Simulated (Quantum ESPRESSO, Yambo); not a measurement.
RbCdF$_{3}$ (cubic perovskite, space group Pm-3m, No. 221). The geometry is that of Materials Project entry mp-6951, symmetrised and not relaxed again. Chain: PBEsol (Quantum ESPRESSO, PseudoDojo norm-conserving, 102 Ry, without SOC); G0W0 in Yambo (4×4×4 Γ-centred k mesh, bands 5 to 132 and a 7 Ry block in the screening, 132 bands in G with the Bruneval-Gonze terminator, plasmon pole fitted at 27.2 eV); BSE (8×8×8 mesh, 9 valence and 3 conduction bands, static screening with 57 bands and a 3 Ry block, scissor 3.33 eV, Tamm-Dancoff).

* **PBEsol gap (dense path)**: 3.08 eV
* **PBEsol gap R → Γ on the GW mesh**: 3.08 eV
* **PBEsol smallest direct gap on the GW mesh, at Γ**: 4.60 eV
* **G0W0 direct gap at that point**: 7.93 eV
* **G0W0 correction to the gap R → Γ**: 3.13 eV
* **direct gap on the BSE mesh, with the scissor**: 7.93 eV
* **first BSE state allowed for light along x**: 6.92 eV
* **lowest BSE state**: 6.92 eV
* **binding of the lowest exciton**: 1.01 eV
* **RPA electronic dielectric constant along x**: 2.39 (8×8×8 mesh, PBEsol bands)

Rough cost of the Yambo steps against G0W0 for 8 states: BSE about 2×, one RPA spectrum about 1/20.

Convergence of the G0W0 settings was not tested. The BSE states are vertical excitations (zero momentum); the indirect quasiparticle gap, about 6.21 eV, is smaller than the direct one (7.93 eV on the GW mesh). Convergence of the RPA response with its 8×8×8 mesh was not tested. Convergence of the binding with the mesh was not shown.

Spin-orbit splittings are left out. The cell is held in this high symmetry; tilts and polar distortions were not searched.

The structure is a Materials Project entry; no match was found in the copy of COD used, and its stability was not checked.
